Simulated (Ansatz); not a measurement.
A relaxed cell of Sr (Im-3m (No. 229)), relaxed on a k-mesh at least as fine as the one used below. Level of theory: r2SCAN (plane waves to 500 eV, PAW, scalar-relativistic; Ansatz, an electronic-structure program). Γ-centred k-mesh 10×10×5 on the run's cell (coarser than for final values), Fermi–Dirac smearing 0.05 eV.

```yaml
crystal:
  lattice:
    - [-2.40776, 2.40776, 2.40776]
    - [2.40776, -2.40776, 2.40776]
    - [4.81552, 4.81552, -4.81552]
  atoms:
    - { symbol: Sr, position: [0.00000, 0.00000, 0.00000] }
    - { symbol: Sr, position: [0.00000, 0.00000, 0.50000] }
```

The atoms are displaced by (Å):

```json
[
 {"atom": "Sr1", "ux": "0.073", "uy": "0.126", "uz": "-0.008"},
 {"atom": "Sr2", "ux": "0.034", "uy": "-0.068", "uz": "0.128"}
]
```

Problem. What forces (eV/Å) and pressure result?

Solution. 
```json
[
 {"atom": "Sr1", "Fx": "-0.16", "Fy": "-0.18", "Fz": "0.12"},
 {"atom": "Sr2", "Fx": "0.16", "Fy": "0.18", "Fz": "-0.12"}
]
```

Pressure +0.1 GPa.

No spin polarisation in the result.

The run that gave the undisplaced cell could not lose the symmetry of its start.

The relaxed structure has the type that Sr is known to take under pressure; here it was relaxed at zero pressure, from a generated start.
